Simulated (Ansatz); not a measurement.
Given:

SiO2 (alpha-cristobalite type, space group P4_12_12)

```cif
data_O8Si4
_chemical_formula_sum 'Si4 O8'
_space_group_name_H-M_alt 'P41212'
_space_group_IT_number 92
_space_group_name_Hall 'P 4abw 2nw'
_cell_length_a 5.02890
_cell_length_b 5.02890
_cell_length_c 7.01076
_cell_angle_alpha 90.000
_cell_angle_beta 90.000
_cell_angle_gamma 90.000
loop_
_atom_site_label
_atom_site_type_symbol
_atom_site_symmetry_multiplicity
_atom_site_Wyckoff_symbol
_atom_site_fract_x
_atom_site_fract_y
_atom_site_fract_z
_atom_site_occupancy
Si1 Si 4 a 0.29800 0.29800 0.00000 1
O1 O 8 b 0.23961 0.10178 0.17827 1
```

E(V) scan at fixed shape, V₀ the volume above. The atoms relax within the cell's symmetry.

Level of theory: PBEsol (plane waves to 420 eV, PAW, scalar-relativistic; Ansatz, a quantum-chemistry and plane-wave program). k mesh 5×5×4 (Γ-centred), Fermi-Dirac smearing 0.05 eV. Energies are smeared free energies. Compression counts positive. With the shape held, the modulus is that of even scaling; a crystal free to change shape is softer. SiO2 was relaxed with its symmetry unable to fall. The PAW data are Ansatz's earlier set. The zero of ΔE is the relaxed starting cell.

The scan covers V/V₀ from 0.840 to 1.160 in 11 points.

Question: What bulk modulus at fixed cell shape B₀ follows from a third-order Birch-Murnaghan fit?

Answer: 14.2 GPa.

Question: What is the fitted pressure derivative B₀′?

Answer: 3.1.

(Under strain, the slope of the energy per volume gives the stress and its curvature an elastic modulus.)
